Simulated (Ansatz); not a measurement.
TiNCl:
```cif
data_Cl2N2Ti2
_chemical_formula_sum 'Ti2 N2 Cl2'
_space_group_name_H-M_alt 'Pmmn :1'
_space_group_IT_number 59
_space_group_name_Hall 'P 2 2ab -1ab'
_cell_length_a 3.26273
_cell_length_b 3.92913
_cell_length_c 8.14072
_cell_angle_alpha 90.000
_cell_angle_beta 90.000
_cell_angle_gamma 90.000
loop_
_space_group_symop_operation_xyz
  'x, y, z'
  '-x, -y, z'
  'x+1/2, -y+1/2, -z'
  '-x+1/2, y+1/2, -z'
  '-x+1/2, -y+1/2, -z'
  'x+1/2, y+1/2, -z'
  '-x, y, z'
  'x, -y, z'
loop_
_atom_site_label
_atom_site_type_symbol
_atom_site_symmetry_multiplicity
_atom_site_Wyckoff_symbol
_atom_site_fract_x
_atom_site_fract_y
_atom_site_fract_z
_atom_site_occupancy
Ti1 Ti 2 b 0.50000 0.00000 0.09506 1
N1 N 2 a 0.00000 0.00000 0.95488 1
Cl1 Cl 2 a 0.00000 0.00000 0.32030 1
```

Relaxed with r²SCAN.

Which orbitals make up the states near the band edges in plane-wave PAW r²SCAN (Ansatz code)?

Top 1 eV of the valence band: N 2p 76 %, Ti 3d 17 %. Bottom 1 eV of the conduction band: Ti 3d 86 %, N 2p 7 %, Cl 3p 5 %. Projections are on Löwdin-orthogonalised atomic valence shells; empty p or d shells of many metals are not among them.

Tabulate the density of states.

States/eV per cell of 6 atoms, in 0.25 eV bins, energy from the valence-band maximum.

```
E (eV)  total  Ti 3d  Cl 3p  N 2p
------  -----  -----  -----  ----
-7.85    0.00   0.00   0.00  0.00
-7.60    0.00   0.00   0.00  0.00
-7.35    0.00   0.00   0.00  0.00
-7.10    0.00   0.00   0.00  0.00
-6.85    0.00   0.00   0.00  0.00
-6.60    0.00   0.00   0.00  0.00
-6.35    0.00   0.00   0.00  0.00
-6.10    0.00   0.00   0.00  0.00
-5.85    0.00   0.00   0.00  0.00
-5.60    1.12   0.26   0.08  0.63
-5.35    3.34   0.81   0.36  1.79
-5.10    2.84   0.68   0.42  1.44
-4.85    2.23   0.45   0.68  0.88
-4.60    6.32   1.39   1.61  2.96
-4.35    9.00   2.02   3.81  2.83
-4.10    8.48   2.08   3.26  2.86
-3.85    5.53   1.44   2.11  1.80
-3.60    5.49   1.29   2.61  1.39
-3.35    4.98   1.10   2.67  1.04
-3.10    5.10   0.96   3.01  0.96
-2.85    4.51   0.65   2.89  0.81
-2.60    4.69   0.56   3.04  0.96
-2.35    7.23   0.78   4.76  1.55
-2.10    6.01   0.55   4.12  1.23
-1.85    7.60   0.77   4.57  2.12
-1.60    4.64   0.60   1.91  2.02
-1.35    3.77   0.43   0.74  2.46
-1.10    2.21   0.25   0.31  1.56
-0.85    0.36   0.07   0.02  0.26
-0.60    0.25   0.04   0.01  0.19
-0.35    0.22   0.03   0.00  0.18
-0.10    0.07   0.01   0.00  0.06
0.15     0.00   0.00   0.00  0.00
0.40     0.00   0.00   0.00  0.00
0.65     0.00   0.00   0.00  0.00
0.90     0.05   0.05   0.00  0.00
1.15     0.32   0.28   0.01  0.03
1.40     0.58   0.49   0.02  0.06
1.65     1.84   1.52   0.12  0.16
1.90     7.33   6.42   0.34  0.40
2.15     8.09   7.03   0.42  0.46
2.40     9.16   7.81   0.53  0.64
2.65     9.17   7.79   0.45  0.73
2.90     3.05   2.40   0.09  0.45
3.15     4.01   2.94   0.13  0.72
3.40     3.45   2.45   0.10  0.71
3.65     0.95   0.61   0.03  0.24
3.90     0.29   0.19   0.03  0.04
4.15     2.90   1.90   0.31  0.34
4.40     4.15   2.66   0.33  0.62
4.65     3.24   2.01   0.16  0.67
4.90     4.45   2.72   0.20  0.94
5.15     3.88   2.28   0.17  1.02
5.40     3.12   1.80   0.14  0.88
5.65     1.93   1.10   0.07  0.51
```

The first step of the workflow began from a Materials Project structure, measured or hypothetical; the Crystallography Open Database files this formula in space group No. 59, but the cells were not matched. Its standing as an ambient phase is unchecked. The r²SCAN relaxation kept the symmetry of its start; its stability against distortions is not shown here. The run is not spin-polarised. A crystal of weakly bound layers computed without a dispersion correction: the cell and the soft elastic constants depend strongly on that.

Potentials: the later of the program's two PAW sets.
